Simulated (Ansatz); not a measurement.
MgO:
Space group Pm-3m (No. 221); a = b = c = 2.6334 Å, α = β = γ = 90.00°

| atom | site | symmetry | x | y | z |
|---|---|---|---|---|---|
| Mg | 1a | m-3m | 0.0000 | 0.0000 | 0.0000 |
| O | 1b | m-3m | 0.5000 | 0.5000 | 0.5000 |

Relaxed with PBEsol. Independent-particle spectrum: no excitons, no local fields, no scissors shift; 0.1 eV broadening; ε₁ of the summed bands alone.

Question: Tabulate the dielectric function from plane-wave PAW PBEsol (Ansatz code).

Answer: 

| E (eV) | ε₁ xx | ε₂ xx |
|---|---|---|
| 0.0 | 3.79 | 0.00 |
| 0.5 | 3.80 | 0.00 |
| 1.0 | 3.84 | 0.00 |
| 1.5 | 3.90 | 0.00 |
| 2.0 | 3.99 | 0.00 |
| 2.5 | 4.13 | 0.00 |
| 3.0 | 4.37 | 0.00 |
| 3.5 | 5.01 | 0.18 |
| 4.0 | 4.96 | 0.90 |
| 4.5 | 4.85 | 1.26 |
| 5.0 | 4.75 | 1.56 |
| 5.5 | 4.64 | 1.84 |
| 6.0 | 4.50 | 2.10 |
| 6.5 | 4.36 | 2.36 |
| 7.0 | 4.23 | 2.65 |
| 7.5 | 3.67 | 3.45 |
| 8.0 | 2.79 | 2.52 |
| 8.5 | 3.11 | 1.65 |
| 9.0 | 4.35 | 1.21 |
| 9.5 | 6.65 | 1.67 |
| 10.0 | 7.04 | 6.17 |
| 10.5 | 1.05 | 8.64 |
| 11.0 | 0.53 | 5.42 |
| 11.5 | 1.05 | 7.57 |
| 12.0 | -1.63 | 5.43 |

Question: From ε at 4.9 eV (xx: 4.77 + 1.50i), find n, k, the normal reflectivity and the absorption coefficient.

Answer: n = 2.21, k = 0.339, R = 15 %, α = 2kE/ħc = 170000 cm⁻¹.

With all bands, ε∞ without local fields is 3.92. DFPT, with local fields, gives 3.78.

This is a known high-pressure phase of the composition, computed here at zero pressure and temperature. The PBEsol relaxation kept the symmetry of its start. At this level the phase is dynamically unstable (imaginary phonons).

Potentials: the later of the program's two PAW sets.
